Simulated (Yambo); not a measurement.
Convergence of the G0W0 gap of V2Cd2O7

G0W0@PBEsol for V₂Cd₂O₇ (space group C2/m, No. 12) in Yambo. Reference settings: 2×2×2 Γ-centred k mesh, bands 11 to 314 and a 8 Ry block in the screening, 314 bands in G with the Bruneval-Gonze terminator, plasmon pole fitted at 27.2 eV. The PBEsol gap (0, 0, -0.5) → (-0.5, -0.5, 0) on this mesh is 2.54 eV; G0W0 gaps are taken between the same points.

```csv
change from the reference,"G0W0 gap (0, 0, -0.5) → (-0.5, -0.5, 0) (eV)",shift of the valence edge (eV),rough Yambo cost
reference settings,4.42,-0.50,1
"132 bands in W, 132 bands in G",4.45,-0.36,about 1/3
"210 bands in W, 210 bands in G",4.43,-0.45,within a factor of two
132 bands in G,4.39,-0.49,–
210 bands in G,4.41,-0.50,–
158 bands in W,4.46,-0.41,within a factor of two
3 Ry block,4.88,-0.50,within a factor of two
2 Ry block,5.35,-0.68,within a factor of two
7 Ry block,4.42,-0.48,within a factor of two
pole fitted at 15 eV,4.38,-0.43,–
no random integration,4.35,-0.28,–
"132 bands in G, no terminator",4.48,0.12,–
"210 bands in G, no terminator",4.50,-0.14,–
no terminator,4.50,-0.30,–
```

The reference isn't shown to be the converged limit. Costs are rough (shared machines), scaled to the same edge states, and given only for runs that recompute the screening. The mesh misses a band edge: along a dense path the PBEsol gap is 2.44 eV against 2.54 eV on the mesh.

Spin-orbit splittings are left out. The 3d shell has no Hubbard U; the runs are without spin polarisation, and magnetic order was not tried.

Geometry of the Materials Project entry, not relaxed at this level; primitive cell a = b = 5.7458 Å, c = 5.0067 Å, α = β = 98.00°, γ = 104.15°.

The structure is a Materials Project entry; no match was found in the copy of COD used, and its stability was not checked.

A shift is the quasiparticle energy of the state minus its PBEsol energy.
